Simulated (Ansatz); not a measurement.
In (body-centred tetragonal, I4/mmm), a = 3.2660 Å, b = 3.2660 Å, c = 5.1489 Å, α = 90.00°, β = 90.00°, γ = 90.00°; the cell used has 1 atom.

Relaxed with PBE.

### Question
Which orbitals make up the states near the Fermi level in PBE (plane waves, PAW; program Ansatz)?

### Answer
Within 0.5 eV of the Fermi level: In 5p 70 %, In 5s 28 %. Projections are on Löwdin-orthogonalised atomic valence shells; empty p or d shells of many metals are not among them.

### Question
Tabulate the density of states.

### Answer
States/eV per cell of 1 atom, in 0.25 eV bins, energy from the Fermi level.

| E (eV) | total | In 5p | In 5s | In 4d |
|---|---|---|---|---|
| -7.85 | 0.19 | 0.09 | 0.10 | 0.00 |
| -7.60 | 0.21 | 0.10 | 0.10 | 0.00 |
| -7.35 | 0.22 | 0.12 | 0.11 | 0.00 |
| -7.10 | 0.24 | 0.12 | 0.11 | 0.00 |
| -6.85 | 0.25 | 0.13 | 0.12 | 0.00 |
| -6.60 | 0.26 | 0.14 | 0.12 | 0.00 |
| -6.35 | 0.28 | 0.15 | 0.13 | 0.00 |
| -6.10 | 0.29 | 0.15 | 0.13 | 0.00 |
| -5.85 | 0.30 | 0.16 | 0.14 | 0.00 |
| -5.60 | 0.32 | 0.16 | 0.15 | 0.00 |
| -5.35 | 0.33 | 0.17 | 0.16 | 0.00 |
| -5.10 | 0.34 | 0.17 | 0.17 | 0.00 |
| -4.85 | 0.36 | 0.17 | 0.19 | 0.00 |
| -4.60 | 0.38 | 0.17 | 0.21 | 0.00 |
| -4.35 | 0.43 | 0.17 | 0.26 | 0.00 |
| -4.10 | 0.44 | 0.16 | 0.27 | 0.00 |
| -3.85 | 0.41 | 0.15 | 0.26 | 0.00 |
| -3.60 | 0.39 | 0.14 | 0.24 | 0.00 |
| -3.35 | 0.37 | 0.12 | 0.24 | 0.00 |
| -3.10 | 0.35 | 0.12 | 0.23 | 0.00 |
| -2.85 | 0.37 | 0.15 | 0.21 | 0.00 |
| -2.60 | 0.34 | 0.17 | 0.17 | 0.00 |
| -2.35 | 0.34 | 0.20 | 0.14 | 0.00 |
| -2.10 | 0.36 | 0.22 | 0.13 | 0.00 |
| -1.85 | 0.38 | 0.24 | 0.13 | 0.00 |
| -1.60 | 0.36 | 0.26 | 0.10 | 0.00 |
| -1.35 | 0.38 | 0.29 | 0.08 | 0.00 |
| -1.10 | 0.46 | 0.36 | 0.10 | 0.00 |
| -0.85 | 0.54 | 0.41 | 0.12 | 0.00 |
| -0.60 | 0.56 | 0.41 | 0.13 | 0.00 |
| -0.35 | 0.52 | 0.37 | 0.14 | 0.00 |
| -0.10 | 0.46 | 0.32 | 0.13 | 0.00 |
| 0.15 | 0.43 | 0.29 | 0.13 | 0.00 |
| 0.40 | 0.48 | 0.33 | 0.13 | 0.00 |
| 0.65 | 0.52 | 0.37 | 0.14 | 0.00 |
| 0.90 | 0.52 | 0.37 | 0.13 | 0.00 |
| 1.15 | 0.51 | 0.37 | 0.13 | 0.00 |
| 1.40 | 0.52 | 0.37 | 0.12 | 0.00 |
| 1.65 | 0.52 | 0.39 | 0.12 | 0.00 |
| 1.90 | 0.54 | 0.40 | 0.11 | 0.00 |
| 2.15 | 0.55 | 0.42 | 0.11 | 0.00 |
| 2.40 | 0.57 | 0.44 | 0.10 | 0.00 |
| 2.65 | 0.58 | 0.45 | 0.10 | 0.00 |
| 2.90 | 0.61 | 0.47 | 0.09 | 0.00 |
| 3.15 | 0.62 | 0.49 | 0.09 | 0.00 |
| 3.40 | 0.64 | 0.51 | 0.08 | 0.00 |
| 3.65 | 0.68 | 0.55 | 0.08 | 0.00 |
| 3.90 | 0.71 | 0.58 | 0.07 | 0.00 |
| 4.15 | 0.69 | 0.56 | 0.07 | 0.00 |
| 4.40 | 0.68 | 0.55 | 0.06 | 0.00 |
| 4.65 | 0.67 | 0.55 | 0.06 | 0.00 |

The cell keeps a stress of up to 0.2 GPa. The PBE relaxation kept the symmetry of its start. Axis ratios of metals converge slowly with the k-mesh, so a and c are less sure than the volume. Spin–orbit coupling is left out wherever it is not named.

Potentials: the later of the program's two PAW sets.
